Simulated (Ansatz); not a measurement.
# What DFT gives for Na (P6_3/mmc)

The conventional cell has a = 3.715 Å, b = 3.715 Å, c = 6.078 Å, α = 90.00°, β = 90.00°, γ = 120.00°. Na (atom 1) has 12 Na at 3.72 Å as nearest neighbours.

The structure is one entry of a database and needn't be the stable phase. Ansatz runs use the cell relaxed by PAW under their functional.

Q: What do its conduction electrons give? (PBEsol, all-electron LAPW in Ansatz 0.2.0, scalar-relativistic; a = 3.715, c = 6.078 Å; k mesh 12×12×6, fine mesh 16×16×12, Fermi-Dirac smearing of 0.080 eV, basis error target 1 meV/atom)

A: Fermi-surface sums: N(E_F) = 0.45 states/eV/atom, ħω_p (r.m.s. of x, y, z) = 6.0 eV, Fermi speed = 1.05×10⁶ m/s.

Q: How stiff is it? (PBEsol, all-electron LAPW in Ansatz 0.2.0, scalar-relativistic; a = 3.719, c = 6.074 Å; k mesh 14×14×8, strains of ±0.003, Fermi-Dirac smearing of 0.100 eV, basis error target 1 meV/atom)

A: Elastic moduli (Hill averages, relaxed ions; θ_D from sound speeds over directions): B = 7.8 GPa, G = 3.3 GPa, C11 = 12.4 GPa, C33 = 15.9 GPa, C44 = 2.9 GPa, ν = 0.318, θ_D = 175 K.

Q: How does it vibrate? (PBEsol, all-electron LAPW in Ansatz 0.2.0, scalar-relativistic; a = 3.724, c = 6.051 Å; k mesh 12×12×8, Fermi-Dirac smearing of 0.100 eV, basis error target 1 meV/atom; q mesh 2×2×2)

A: Harmonic phonons by finite displacements (negative means unstable): highest mode = 134 cm⁻¹, lowest at M = 55.1 cm⁻¹, lowest at A = 39.9 cm⁻¹, lowest at L = 79.1 cm⁻¹, lowest optical at Γ = 56.3 cm⁻¹, highest at Γ = 134 cm⁻¹.

Caveats: these sums move with the mesh, by several per cent and more for small sheets (Fermi surface); responses of metals move with mesh and smearing (moduli, phonons); elastic stability says nothing of phonons or of other phases (moduli).
